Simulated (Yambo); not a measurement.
G0W0@LDA for F (space group C2/c, No. 15) in Yambo. Reference settings: 6×6×2 Γ-centred k mesh, 102 bands and a 8 Ry block in the screening, 102 bands in G with the Bruneval-Gonze terminator, plasmon pole fitted at 27.2 eV. The LDA gap Γ → Γ on this mesh is 2.35 eV; G0W0 gaps are taken between the same points.

Gap (Γ → Γ) in eV against the number of bands and the screening block, terminator on:

```json
[
 {"bands (W and G)": "27", "2 Ry": "9.809", "3 Ry": "9.221", "5 Ry": "8.878", "6 Ry": "8.686", "8 Ry": "8.510"},
 {"bands (W and G)": "40", "2 Ry": "9.654", "3 Ry": "9.074", "5 Ry": "8.712", "6 Ry": "8.511", "8 Ry": "8.323"},
 {"bands (W and G)": "58", "2 Ry": "9.596", "3 Ry": "9.011", "5 Ry": "8.647", "6 Ry": "8.443", "8 Ry": "8.243"},
 {"bands (W and G)": "80", "2 Ry": "9.560", "3 Ry": "8.981", "5 Ry": "8.615", "6 Ry": "8.414", "8 Ry": "8.200"},
 {"bands (W and G)": "102", "2 Ry": "9.546", "3 Ry": "8.974", "5 Ry": "8.608", "6 Ry": "8.402", "8 Ry": "8.186"}
]
```

At the largest block the last step in bands moves the gap by -0.014 eV; at the most bands the last step in the block moves it by -0.216 eV.

Geometry of the Materials Project entry, not relaxed at this level; primitive cell a = 3.0073 Å, b = 3.0073 Å, c = 6.6216 Å, α = 94.14°, β = 94.14°, γ = 63.57°.

The distance between layers or molecules is the database entry's, not relaxed here. Functionals without dispersion can leave it too large, which widens gaps and weakens the response across layers: the numbers belong to this cell.
